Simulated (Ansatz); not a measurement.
Input file for Ansatz (a program for electronic structure):

Ansatz 0.2 input:
```yaml
crystal:
  lattice:
    - [5.1610356279, 2.9710046294, 0.0]
    - [-5.1610356279, 2.9710046294, 0.0]
    - [-3.5234662772, 0.0, 6.5080773487]
  atoms:
    - { symbol: Cs, position: [0.7861225922, 0.2138774078, 0.3349282008] }
    - { symbol: Cs, position: [0.215861632, 0.784138368, 0.6556131466] }
    - { symbol: Ca, position: [0.0024277916, 0.9975722084, 0.9982231929] }
    - { symbol: P, position: [0.4286109065, 0.5713890935, 0.2567243557] }
    - { symbol: P, position: [0.5803525338, 0.4196474662, 0.7449056271] }
    - { symbol: O, position: [0.260287949, 0.3120379638, 0.1897031768] }
    - { symbol: O, position: [0.6879620362, 0.739712051, 0.1897031768] }
    - { symbol: O, position: [0.7302841748, 0.6992381726, 0.7815202761] }
    - { symbol: O, position: [0.3007618274, 0.2697158251, 0.7815202761] }
    - { symbol: O, position: [0.2694371021, 0.7305628979, 0.2163525338] }
    - { symbol: O, position: [0.7467805758, 0.2532194242, 0.8448200814] }
    - { symbol: O, position: [0.5356208785, 0.4643791215, 0.5033859559] }
kpoints:
  mp_grid: { grid: [5, 5, 4] }
  band_path:
    path:
      - [[0.0, 0.0, 0.0], [0.3571295725, 0.3571295725, 0.0]]  # Γ-C
      - [[-0.3571295725, 0.6428704275, 0.0], [-0.5, 0.5, 0.0], [0.0, 0.0, 0.0], [-0.5, 0.5, 0.5], [-0.2859911039, 0.7140088961, 0.5]]  # C_2-Y_2-Γ-M_2-D
      - [[0.2859911039, 0.2859911039, 0.5], [0.0, 0.0, 0.5], [0.0, 0.0, 0.0]]  # D_2-A-Γ
      - [[0.0, 0.5, 0.5], [0.0, 0.0, 0.0], [0.0, 0.5, 0.0]]  # L_2-Γ-V_2
      - [VBM, CBM]
    npoints: 8
hamiltonian:
  xc: r2scan
  pseudopotentials: { kind: paw }
magnetization: { noncollinear: true, spin_orbit: true }
scf:
  n_extra_bands: 24
  convergence: { dr2_threshold: 0.0000000001 }
  occupations: { method: gaussian, width: 0.01 }
checkpoint: { write: soc.run }
output: { eigenvalues: true }
```

Output (shortened):

```
Pseudopotential: Cs, paw_fr, valence charge 9
Pseudopotential: Ca, paw_fr, valence charge 10
Pseudopotential: P, paw_fr, valence charge 5
Pseudopotential: O, paw_fr, valence charge 6
Functional definition: r2SCAN
non-collinear run that drives no moment, with spin-orbit …
Crystal: 12 atoms, lattice volume = 199.583 Å³
Basis set: ecut = 500 eV, 5081 PW (Γ), exchange–correlation on 180×180×216 points (64 copies of the dense FFT grid, shifted against one another)
Bands: 104, of which v1, the nominal top of the filled ones, is band 80 counted from 1 (79 counted from 0)
Symmetry: 2 space group operations + 2 with time reversal
k-points: 33 of 100 (time reversal used)
Projection manifold: j_resolved (fully-relativistic pseudo-atomic orbitals)
SCF iter   1: F=—  HF=-18683.120673 eV  |F-HF|=—  |Δ(HF+E_count)|=         —  Δρ=6.43e-2  dr2=1.51e1  dr2_τ=2.60e-1  dr2_m=0.00e0 (ungated)  ethr=3.10e-3  |M|=0.00e0 ∫|m|=0.00e0 μB  |m|>n=0.0e0 m-floor=0.0e0 τ_xc=0.0e0  β_m=0.30  ⟨swp⟩=12.5  Hψ=23696  notcnv=0  defer=54
preconditioner: auto → Resta (q_TF=auto, 2.343 Å⁻¹)
spin=Noncollinear: Resta preconditioning applied to the charge; magnetization (m_x, m_y, m_z) channels mix plain (no charge-response kernel on spin).
SCF iter   2: F=—  HF=-18680.706336 eV  |F-HF|=—  |Δ(HF+E_count)|=    2.41e0  Δρ=4.34e-2  dr2=6.35e0  dr2_τ=3.30e-2  dr2_m=0.00e0 (ungated)  ethr=3.10e-3  |M|=0.00e0 ∫|m|=0.00e0 μB  |m|>n=0.0e0 m-floor=0.0e0 τ_xc=0.0e0  β_m=0.56  ⟨swp⟩=5.0  Hψ=7206  notcnv=0  defer=586
SCF iter   3: F=—  HF=-18679.290260 eV  |F-HF|=—  |Δ(HF+E_count)|=    1.42e0  Δρ=1.12e-2  dr2=2.85e-1  dr2_τ=7.24e-3  dr2_m=0.00e0 (ungated)  ethr=3.10e-3  |M|=0.00e0 ∫|m|=0.00e0 μB  |m|>n=0.0e0 m-floor=0.0e0 τ_xc=0.0e0  β_m=0.63  ⟨swp⟩=6.1  Hψ=10184  notcnv=0  defer=642
SCF iter   4: F=—  HF=-18679.275053 eV  |F-HF|=—  |Δ(HF+E_count)|=   1.52e-2  Δρ=4.69e-3  dr2=3.72e-2  dr2_τ=1.14e-3  dr2_m=0.00e0 (ungated)  ethr=3.56e-4  |M|=0.00e0 ∫|m|=0.00e0 μB  |m|>n=0.0e0 m-floor=0.0e0 τ_xc=0.0e0  β_m=0.73  ⟨swp⟩=4.6  Hψ=6852  notcnv=0  defer=648
SCF iter   5: F=—  HF=-18679.277756 eV  |F-HF|=—  |Δ(HF+E_count)|=   2.70e-3  Δρ=1.45e-3  dr2=3.21e-3  dr2_τ=1.56e-4  dr2_m=0.00e0 (ungated)  ethr=4.65e-5  |M|=0.00e0 ∫|m|=0.00e0 μB  |m|>n=0.0e0 m-floor=0.0e0 τ_xc=0.0e0  β_m=0.72  ⟨swp⟩=3.8  Hψ=5813  notcnv=0  defer=648
SCF iter   6: F=—  HF=-18679.278130 eV  |F-HF|=—  |Δ(HF+E_count)|=   3.75e-4  Δρ=4.09e-4  dr2=3.10e-4  dr2_τ=9.67e-6  dr2_m=0.00e0 (ungated)  ethr=4.01e-6  |M|=0.00e0 ∫|m|=0.00e0 μB  |m|>n=0.0e0 m-floor=0.0e0 τ_xc=0.0e0  β_m=0.84  ⟨swp⟩=3.5  Hψ=5810  notcnv=0  defer=648
SCF iter   7: F=—  HF=-18679.278299 eV  |F-HF|=—  |Δ(HF+E_count)|=   1.68e-4  Δρ=1.76e-4  dr2=4.69e-5  dr2_τ=1.81e-6  dr2_m=0.00e0 (ungated)  ethr=3.87e-7  |M|=0.00e0 ∫|m|=0.00e0 μB  |m|>n=0.0e0 m-floor=0.0e0 τ_xc=0.0e0  β_m=0.79  ⟨swp⟩=2.4  Hψ=5546  notcnv=0  defer=648
SCF iter   8: F=—  HF=-18679.278293 eV  |F-HF|=—  |Δ(HF+E_count)|=   6.39e-6  Δρ=4.03e-5  dr2=2.69e-6  dr2_τ=9.36e-8  dr2_m=0.00e0 (ungated)  ethr=5.86e-8  |M|=0.00e0 ∫|m|=0.00e0 μB  |m|>n=0.0e0 m-floor=0.0e0 τ_xc=0.0e0  β_m=0.81  ⟨swp⟩=3.0  Hψ=5312  notcnv=0  defer=648
SCF iter  13: F=-18679.278365 eV  HF=-18679.278365 eV  |F-HF|=3.64e-12  |Δ(HF+E_count)|=  1.27e-10  Δρ=1.53e-7  dr2=4.37e-11  dr2_τ=1.42e-12  dr2_m=0.00e0 (ungated)  ethr=1.00e-12  |M|=0.00e0 ∫|m|=0.00e0 μB  |m|>n=0.0e0 m-floor=0.0e0 τ_xc=0.0e0  ⟨swp⟩=20.7  Hψ=25357  notcnv=0
SCF 1 converged in 13 iterations: F = -18679.278365 eV  dr2 = 4.37e-11
NSCF: frozen V_eff on 68 k-points
NSCF: frozen V_eff on 68 k-points
NSCF: frozen V_eff on 58 k-points
NSCF: frozen V_eff on 5 k-points
NSCF: frozen V_eff on 5 k-points
NSCF: frozen V_eff on 5 k-points
NSCF: frozen V_eff on 5 k-points
NSCF: frozen V_eff on 85 k-points
SCF converged after 13 iterations
Magnetization: |M| = 0.0000 μB,  M = (+0.0000, +0.0000, +0.0000) μB
Absolute magnetization: 0.0000 μB (∫|m|)
  site 0: m = (+0.0000, +0.0000, +0.0000) μB, |m| = 0.0000 μB  (R = 1.27 Å)
  site 1: m = (+0.0000, +0.0000, +0.0000) μB, |m| = 0.0000 μB  (R = 1.26 Å)
  site 2: m = (+0.0000, +0.0000, +0.0000) μB, |m| = 0.0000 μB  (R = 0.96 Å)
  site 3: m = (+0.0000, +0.0000, +0.0000) μB, |m| = 0.0000 μB  (R = 0.63 Å)
  site 4: m = (+0.0000, +0.0000, +0.0000) μB, |m| = 0.0000 μB  (R = 0.62 Å)
  site 5: m = (+0.0000, +0.0000, +0.0000) μB, |m| = 0.0000 μB  (R = 0.63 Å)
  site 6: m = (+0.0000, +0.0000, +0.0000) μB, |m| = 0.0000 μB  (R = 0.63 Å)
  site 7: m = (+0.0000, +0.0000, +0.0000) μB, |m| = 0.0000 μB  (R = 0.63 Å)
  site 8: m = (+0.0000, +0.0000, +0.0000) μB, |m| = 0.0000 μB  (R = 0.63 Å)
  site 9: m = (+0.0000, +0.0000, +0.0000) μB, |m| = 0.0000 μB  (R = 0.63 Å)
  site 10: m = (+0.0000, +0.0000, +0.0000) μB, |m| = 0.0000 μB  (R = 0.62 Å)
  site 11: m = (+0.0000, +0.0000, +0.0000) μB, |m| = 0.0000 μB  (R = 0.67 Å)
Free energy (F): -18679.278365 eV
Harris-Foulkes:  -18679.278365 eV  (|F-HF|=3.64e-12)
Internal energy: -18679.278365 eV  (E = F + TS)
E sigma→0 (E₀):  -18679.278365 eV
Fermi energy:    7.425598 eV
--- Per-component energies (eV) ---
  E_band       = -382.877371
  E_kinetic    = 1976.019370
  E_local      = -4622.597642  (includes V_loc(G=0)·N_el)
  E_nonlocal   = 512.764009
  E_hartree    = 1703.807545
  E_xc         = -1103.837711
  E_vxc        = -1359.283708  (∫ρ·V_xc dr)
  E_paw        = -13297.600721  (= ΣΔE_a)
  E_vpaw       = -379.578999  (= ΣTr[D̂ρ^β])
  E_aug_tail   = 0.007257  (compensation charges beyond the density's cutoff)
  E_vtau       = 82.177221  (kinetic-family band-sum trace: ∫τ·v_τ [+ j·A + Jᵃ·Aᵃ] dr)
  E_ewald      = -3847.312482
  E_core_change = -0.527991  (= ΣΔE_core)
  E_smearing   =  0.000000  (= −TS)
  E_closure    =  0.000000  (closes the sum)
  Σ components = -18679.278365   (vs F -18679.278365, Δ=0.00e0)
  [band-id]    e_kinetic+e_local+e_nonlocal+2·e_hartree+e_vxc+e_vpaw+e_augmentation_tail+e_vtau = -382.877403   (vs E_band -382.877371, Δ=-3.18e-5)
--- Band table (eV; the first three rows and the last of 33) ---
  k-point 0: bands = ["-34.5717", "-34.5717", "-17.3400", "-17.3400", "-16.1171", "-16.1171", "-15.2971", "-15.2971", "-15.1698", "-15.1698", "-15.0658", "-15.0658", "-14.9278", "-14.9278", "-14.6232", "-14.6232", "-14.5881", "-14.5881", "-13.8402", …
  k-point 1: bands = ["-34.5717", "-34.5717", "-17.3362", "-17.3360", "-16.1050", "-16.1017", "-15.3099", "-15.3068", "-15.1886", "-15.1729", "-15.0557", "-15.0496", "-14.9290", "-14.9254", "-14.8467", "-14.8276", "-14.3768", "-14.3735", "-13.8523", …
  k-point 2: bands = ["-34.5716", "-34.5716", "-17.3322", "-17.3322", "-16.0887", "-16.0887", "-15.3221", "-15.3221", "-15.1938", "-15.1938", "-15.0251", "-15.0251", "-14.9553", "-14.9553", "-14.9149", "-14.9149", "-14.2818", "-14.2818", "-13.8638", …
  k-point 32: bands = ["-34.5716", "-34.5716", "-17.3157", "-17.3157", "-16.0109", "-16.0098", "-15.3036", "-15.2970", "-15.2263", "-15.2209", "-15.1641", "-15.1453", "-14.9323", "-14.9307", "-14.8982", "-14.8963", "-14.3329", "-14.3260", "-13.8496", …
```

Cost: about 30 core-minutes (a rough figure) on shared cores.

Space group Cm. The first step of the workflow began from a Materials Project structure, measured or hypothetical; the Crystallography Open Database copy checked does not list it. Its standing as an ambient phase is unchecked. The r²SCAN relaxation kept the symmetry of its start; whether a distortion lowers the energy is not shown.

Potentials: the later of the program's two PAW sets.

Ansatz is a plane-wave DFT program.
